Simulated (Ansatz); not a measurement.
NbN:
```xyz
8
Lattice="2.9580 0.0000 0.0000 -1.4790 2.5617 0.0000 0.0000 0.0000 11.1900" Properties=species:S:1:pos:R:3 pbc="T T T"
Nb     1.4790     0.8539     9.8262
Nb     0.0000     1.7078     1.3638
Nb     0.0000     1.7078     4.2312
Nb     1.4790     0.8539     6.9588
N      0.0000     0.0000     0.0000
N      0.0000     0.0000     5.5950
N      1.4790     0.8539     2.7975
N      0.0000     1.7078     8.3925
```

Relaxed with PBEsol. Special points in fractions of this cell's reciprocal vectors: Γ (0.000, 0.000, 0.000); M (0.500, 0.000, 0.000); K (0.333, 0.333, 0.000); A (0.000, 0.000, 0.500); L (0.500, 0.000, 0.500); H (0.333, 0.333, 0.500).

Q: List the band energies nearest the Fermi level at these points for PBEsol with spin–orbit coupling in the plane-wave PAW code Ansatz.

A: In eV from the Fermi level; about four levels below and three above (degenerate sets whole), none deeper than 8.9 eV; points with the same levels are listed once.

```csv
k,below,above
Γ,-0.44 -0.44 0.00 0.00,0.62 0.62 0.64 0.64
M,-1.60 -1.60 -0.21 -0.21,2.08 2.08 3.24 3.24 3.24 3.24
K,-4.49 -4.49 -0.67 -0.67,0.16 0.16 0.25 0.25
A,-0.36 -0.36 -0.36 -0.36,0.65 0.65 0.65 0.65
L,-0.90 -0.90 -0.90 -0.90,2.89 2.89 2.89 2.89
H,-0.39 -0.39 -0.37 -0.37,0.19 0.19 0.28 0.28
```

Space group P6_3/mmc. The workflow started from a Materials Project entry (that database holds measured and hypothetical structures alike); the Crystallography Open Database files this formula in space group No. 194, but the cells were not matched. It is not the phase usual at ambient conditions (space group No. 225). The PBEsol relaxation kept the symmetry of its start; whether a distortion lowers the energy is not shown. The run is not spin-polarised.

Potentials: the later of the program's two PAW sets.
